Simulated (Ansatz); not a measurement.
CaI$_{2}$:
```xyz
3
Lattice="4.4898 0.0000 0.0000 -2.2449 3.8883 0.0000 0.0000 0.0000 7.0571" Properties=species:S:1:pos:R:3 pbc="T T T"
Ca     0.0000     0.0000     0.0000
I      0.0000     2.5922     1.7658
I      2.2449     1.2961     5.2913
```

Relaxed with r²SCAN+D4. Special points in fractions of this cell's reciprocal vectors: Γ (0.000, 0.000, 0.000); M (0.500, 0.000, 0.000); K (0.333, 0.333, 0.000); A (0.000, 0.000, 0.500); L (0.500, 0.000, 0.500); H (0.333, 0.333, 0.500).

Q: List the band energies nearest the valence-band maximum at these points for plane-wave PAW r²SCAN+D4 (Ansatz code).

A: In eV from the valence-band maximum; about four levels below and three above (degenerate sets whole), none deeper than 8.9 eV; points with the same levels are listed once.

```tsv
k	below	above
Γ	-0.96 -0.96 -0.22 -0.22 0.00	4.88 4.94 4.94
M	-1.39 -1.06 -1.00 -0.84	4.02 5.79 5.95
K	-1.78 -1.78 -1.18 -1.18 -1.17	5.06 5.46 5.46
A	-0.87 -0.87 -0.34 -0.34	4.89 4.90 4.90
L	-1.05 -0.94 -0.85 -0.70	4.15 5.82 5.92
H	-1.93 -1.53 -0.73 -0.73	5.33 5.33 5.34
```

Space group P-3m1 (CdI2 type). The workflow started from a Materials Project entry (that database holds measured and hypothetical structures alike); the Crystallography Open Database files this formula in space group No. 164, but the cells were not matched. Whether it is the stable phase at ambient conditions was not checked. The r²SCAN+D4 relaxation kept the symmetry of its start; whether a distortion lowers the energy is not shown. Spin–orbit coupling is left out wherever it is not named.

Potentials: the later of the program's two PAW sets.
